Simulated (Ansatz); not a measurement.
Ge-73 nuclear quadrupole resonance in GePt

Cell: a structure deposited in the COD.

Space group Pnma (No. 62); a = 5.7320, b = 3.7010, c = 6.0880 Å.

| site | Wyckoff | site symmetry | x | y | z |
| --- | --- | --- | --- | --- | --- |
| Ge | 4c | .m. | 0.8050 | 0.7500 | 0.5900 |
| Pt | 4c | .m. | 0.9900 | 0.7500 | 0.1950 |

One atom of each set is listed.

Computed with Ansatz: DFT, PBE, plane waves and PAW, scalar-relativistic, 420 eV cutoff, Γ-centred 8×12×7 k-points, Fermi–Dirac smearing 0.02 eV.

Ge-73: I = 9/2, Q = -196.0 mb (year-2017 value). Static lattice, zero field.

(1) Predict the zero-field Ge-73 lines of each site.

Results:

(1) For I = 9/2 and η = 0 the lines are |C_Q|/24 times 1, 2, 3 and 4; η shifts the lowest up most. At large η the states mix, and weaker lines appear at sums of the main ones; lines under 5 % of the strongest are left out.

```json
{"site": "Ge", "atoms": "4", "V_zz (10²¹ V/m²)": "5.66", "C_Q (MHz)": "-26.8", "η": "0.83", "line frequencies (MHz)": "2.46, 2.91, 3.59, 4.21, 5.38"}
```

At this cell the PBE pressure is 8 GPa, so with PBE the cell would grow if it were relaxed. The largest force is 0.4 eV/Å, so the atoms aren't at the calculated equilibrium and relaxing them would move these values. The run finds no gap above 0.1 eV (a metal, or nearly one), so the gradients can move by 10 % or more with the k-mesh. Without spin–orbit coupling the gradients at and beside Pt can be off by some per cent, at some sites by more.
